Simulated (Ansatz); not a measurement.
Relaxed TiSi2 (C49 type, space group Cmcm):

```yaml
crystal:
  lattice:
    - [1.77307, -6.78170, 0.00000]
    - [1.77307, 6.78170, 0.00000]
    - [0.00000, 0.00000, 3.57984]
  atoms:
    - { symbol: Si, position: [0.94083, 0.05917, 0.75000] }
    - { symbol: Si, position: [0.05917, 0.94083, 0.25000] }
    - { symbol: Si, position: [0.25028, 0.74972, 0.75000] }
    - { symbol: Si, position: [0.74972, 0.25028, 0.25000] }
    - { symbol: Ti, position: [0.60319, 0.39681, 0.75000] }
    - { symbol: Ti, position: [0.39681, 0.60319, 0.25000] }
```

In this cell atom 1 (Si, nearest neighbour Si at 2.404 Å; its periodic images, 3.5 Å or more away, move with it) is moved by u·(0.707, 0.707, 0.000) + v·(0.000, 0.000, 1.000); the rest is frozen.

Method: PBE (plane waves to 420 eV, PAW, scalar-relativistic; Ansatz, a quantum-chemistry and plane-wave program). k mesh 11×11×11 (Γ-centred), Fermi-Dirac smearing 0.05 eV. E stands for the smeared free energy. Points where atoms come too close for the PAW data are left out (x in tables, blank in figures). With partly filled bands, energies and forces of such displacements shift with the k mesh and the smearing. This is one of several known forms of TiSi2; the measured ambient cells at hand have space group No. 70. TiSi2 is run without spin polarisation. TiSi2 was relaxed with its symmetry unable to fall. The zero of ΔE is the undisplaced structure. Axes are in Å.

**Question.** Predict the ΔE (meV/cell) at all points of the grid u = -0.600, -0.400, -0.200, 0.000, 0.200, 0.400, 0.600 by v = -0.600, -0.400, -0.200, 0.000, 0.200, 0.400, 0.600.

**Answer.** ΔE (meV/cell), with u across and v down:

```tsv
v \ u	-0.600	-0.400	-0.200	0.000	0.200	0.400	0.600
-0.600	6282	4560	3262	2548	2544	x	x
-0.400	3578	2338	1507	1116	1214	1825	x
-0.200	2088	1087	495	275	425	938	1791
0.000	1617	686	168	0	165	647	1414
0.200	2088	1087	495	275	425	938	1791
0.400	3578	2338	1507	1116	1214	1825	x
0.600	6282	4560	3262	2548	2544	x	x
```

(For displaced atoms, the force is minus the slope of the energy, and its curvature is a force constant, which sets phonon frequencies.)
